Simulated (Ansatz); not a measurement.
Input and command of a calculation in Ansatz (plane waves; scalar-relativistic PAW potentials unless the input names others):

```yaml
crystal:
  lattice:
    - [3.3147864893, 0.0, 0.0]
    - [-1.6573932446, 2.8706893078, 0.0]
    - [0.0, 0.0, 15.0840361209]
  atoms:
    - { symbol: Tl, position: [0.3333333333, 0.6666666667, 0.25] }
    - { symbol: Tl, position: [0.6666666667, 0.3333333333, 0.75] }
    - { symbol: Ga, position: [0.3333333333, 0.6666666667, 0.570084468] }
    - { symbol: Ga, position: [0.6666666667, 0.3333333333, 0.070084468] }
    - { symbol: Ga, position: [0.3333333333, 0.6666666667, 0.929915532] }
    - { symbol: Ga, position: [0.6666666667, 0.3333333333, 0.429915532] }
basis:
  ecutwfc: "18.4 Ry"
kpoints:
  mp_grid: { grid: [12, 12, 4] }
hamiltonian:
  xc: pbe
scf:
  occupations: { method: gaussian, width: 0.1 }
output:
  forces: true
  eigenvalues: true
  stress: true
```

```bash
ansatz run input.yaml --threads 1 --pin off --max-ram 2560MiB --backend cpu --events-out ev --progress --plain --runs-dir out
```

Abridged log:
```
Warning: basis.ecutwfc = 250.34475346 eV is below the records' recommended 420 eV, and the density's cutoff is lower with it unless basis.ecutrho_ratio is high enough to keep the records' density cutoff: compare with a run at a higher cutoff
Basis set: ecut = 250.34475346 eV, 1317 PW (Γ), exchange–correlation on 36×36×160 points (8 copies of the dense FFT grid, shifted against one another)
Bands: 47, of which v1, the nominal top of the filled ones, is band 39 counted from 1 (38 counted from 0)
Symmetry: 24 space group operations
k-points: 57 of 576
SCF iter   1: F=—  HF=-38014.318870 eV  |F-HF|=—  |Δ(HF+E_count)|=         —  Δρ=1.32e-2  dr2=1.22e-1  ethr=1.77e-3  ⟨swp⟩=6.4  Hψ=8959  notcnv=0  defer=2
SCF iter   2: F=—  HF=-38013.644104 eV  |F-HF|=—  |Δ(HF+E_count)|=   6.75e-1  Δρ=1.27e-2  dr2=1.24e-1  ethr=1.56e-4  ⟨swp⟩=2.0  Hψ=5697  notcnv=0  defer=117
SCF iter   3: F=—  HF=-38013.643162 eV  |F-HF|=—  |Δ(HF+E_count)|=   9.42e-4  Δρ=6.39e-3  dr2=3.51e-2  ethr=1.56e-4  ⟨swp⟩=1.0  Hψ=2562  notcnv=0  defer=117
SCF iter   4: F=—  HF=-38013.628288 eV  |F-HF|=—  |Δ(HF+E_count)|=   1.49e-2  Δρ=8.43e-4  dr2=1.12e-3  ethr=4.51e-5  ⟨swp⟩=2.0  Hψ=3058  notcnv=0  defer=117
SCF iter   5: F=—  HF=-38013.628349 eV  |F-HF|=—  |Δ(HF+E_count)|=   6.12e-5  Δρ=2.43e-4  dr2=7.98e-5  ethr=1.44e-6  ⟨swp⟩=2.0  Hψ=4791  notcnv=0  defer=117
SCF iter   6: F=—  HF=-38013.628544 eV  |F-HF|=—  |Δ(HF+E_count)|=   1.95e-4  Δρ=5.37e-5  dr2=7.84e-6  ethr=1.02e-7  ⟨swp⟩=2.3  Hψ=4786  notcnv=0  defer=117
SCF iter   7: F=—  HF=-38013.628543 eV  |F-HF|=—  |Δ(HF+E_count)|=   2.98e-7  Δρ=1.38e-5  dr2=8.23e-7  ethr=1.01e-8  ⟨swp⟩=2.1  Hψ=3271  notcnv=0  defer=117
SCF iter   8: F=-38013.628543 eV  HF=-38013.628543 eV  |F-HF|=1.10e-8  |Δ(HF+E_count)|=   4.14e-8  Δρ=2.56e-6  dr2=1.94e-8  ethr=1.28e-10  ⟨swp⟩=7.2  Hψ=10606  notcnv=0
SCF 1 converged in 8 iterations: F = -38013.628543 eV  dr2 = 1.94e-8
SCF converged after 8 iterations
Free energy (F): -38013.628543 eV
Harris-Foulkes:  -38013.628543 eV  (|F-HF|=1.10e-8)
Internal energy: -38013.617469 eV  (E = F + TS)
E sigma→0 (E₀):  -38013.623006 eV
Entropy (-TS):   -0.011075 eV (-1.846 meV/atom)
Fermi energy:    8.968018 eV
--- Forces (eV/Å), atoms counted from 1 ---
  atom   1  Tl     0.00000000     0.00000000     0.00000000
  atom   2  Tl     0.00000000     0.00000000     0.00000000
  atom   3  Ga     0.00000000     0.00000000     0.14490983
  atom   4  Ga     0.00000000     0.00000000     0.14490983
  atom   5  Ga     0.00000000     0.00000000    -0.14490983
  atom   6  Ga     0.00000000     0.00000000    -0.14490983
--- Stress (GPa, compression-positive) ---
       -0.194932       0.000000       0.000000
        0.000000      -0.194932       0.000000
        0.000000       0.000000       0.472097
  P = ⅓ Tr σ = 0.0274 GPa (0.274 kbar)
```

Apart from outputs, empty bands and the relaxation, which only the reference makes, the input differs from a reference run on usual settings in basis.ecutwfc: 420 → "18.4 Ry". The reference, at the same geometry, ended its own course with pressure 0.00 GPa, largest force 0.000 eV/Å, no gap on the mesh. This run converged in 8 SCF iterations with an energy at zero smearing 1.0 eV/atom above the reference's, pressure 0.03 GPa, largest force 0.145 eV/Å, no gap on the mesh. Its cutoff is looser than usual, and the result moved.

Time: 8.8 s on 1 thread of Arm Neoverse V2, on a shared host, peak memory 0.4 GiB.